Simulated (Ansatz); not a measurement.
Level of theory: DFT PBE, scalar-relativistic, plane waves, PAW, and for the lanthanide a 4f-in-core norm-conserving potential, in Ansatz. All cells share a 770 eV cutoff and Γ-centred k meshes spaced at most about 0.3 Å⁻¹ (about 0.25 or finer for metals, 2π included). No spin polarisation in the final relaxations.

Temperature and zero-point effects are left out.

Two relaxed structures of ErBRh:

1.

```
Er B Rh
1.0
     3.66392    0.00000    0.00000
    -1.83196    3.17305    0.00000
     0.00000    0.00000    8.24317
Er B Rh
2 2 2
Direct
  0.00000 0.00000 0.50000
  0.00000 0.00000 0.00000
  0.66667 0.33333 0.75000
  0.33333 0.66667 0.25000
  0.33333 0.66667 0.75000
  0.66667 0.33333 0.25000
```

2.

```
Er B Rh
1.0
     3.67589    0.00000    0.00000
    -1.83794    3.18341    0.00000
     0.00000    0.00000    4.11203
Er B Rh
1 1 1
Cartesian
  1.8379 1.0611 0.0000
  0.0000 0.0000 2.0560
  0.0000 2.1223 2.0560
```

Question: Which form is favoured at zero pressure, and by what margin per atom?

Answer: Cell 1 is lower, by 31 meV/atom. Cell 1 has space group P6_3/mmc (No. 194), 16.0 Å³/atom and no gap on its mesh; cell 2 has space group P-6m2 (No. 187), 16.0 Å³/atom and no gap. Counting B atoms around Er and Rh (those within 1.25 times the shortest such distance or 1.15 times the sum of covalent radii, 1.27 where that leaves under three), cell 1 and cell 2 both have Er 6, Rh 3. Both come from invented guesses.

Cells relaxed within their symmetry can be saddle points.

The lanthanide is trivalent by construction, without f bands, f moments or other valences.
